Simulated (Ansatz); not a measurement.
## YbNi3B2, a known structure type with other elements, at an estimated volume

```
Ni Yb B
1.0
     4.92775    0.00000    0.00000
    -2.46388    4.26756    0.00000
     0.00000    0.00000    2.98532
Ni Yb B
3 1 2
Cartesian
  2.4639 0.0000 1.4927
  1.2319 2.1338 1.4927
  -1.2319 2.1338 1.4927
  0.0000 0.0000 0.0000
  -0.0002 2.8452 0.0000
  2.4636 1.4224 0.0000
```

Level: PBE, with U_eff = 6.28 eV on Ni d, U_eff = 5.46 eV on Yb f (all-electron-ortho-atomic projectors), collinear spin; 420 eV; 6×6×8 Γ-centred mesh; fermi-dirac occupations (width 0.1 eV); Ansatz 0.2.0, fixed geometry.

The state carries no moments; the state need not be the lowest.

Question: Metal or insulator?

Answer: It is a metal, with about 2.3 states/eV a cell as the mean within 0.25 eV of the Fermi level, mostly Ni d (42 %) and B p (35 %).

Question: What does the stress say?

Answer: The pressure is 15.9 GPa (compression positive), so with the atoms held at these fractions the cell would first expand. The principal stresses 15.5, 15.5, 16.9 GPa differ, so its shape would change too.

Question: Are the atoms at rest?

Answer: Nearly at rest: the largest force is 0.002 eV/Å.

Question: Describe some of the short contacts.

Answer: Ni–B at 2.06 Å: least valence density 0.55 e/Å³ and ELF 0.48 there. Yb–B at 2.84 Å: least valence density 0.18 e/Å³ and ELF 0.10 there. Yb–Ni at 2.88 Å: least valence density 0.18 e/Å³ and ELF 0.11 there. These are pseudo-fields; inside the PAW spheres they differ from the all-electron ones.

Origin: a known structure type with other elements, at an estimated volume, so it need not be a known compound. Caveats: atoms or cell far from equilibrium.
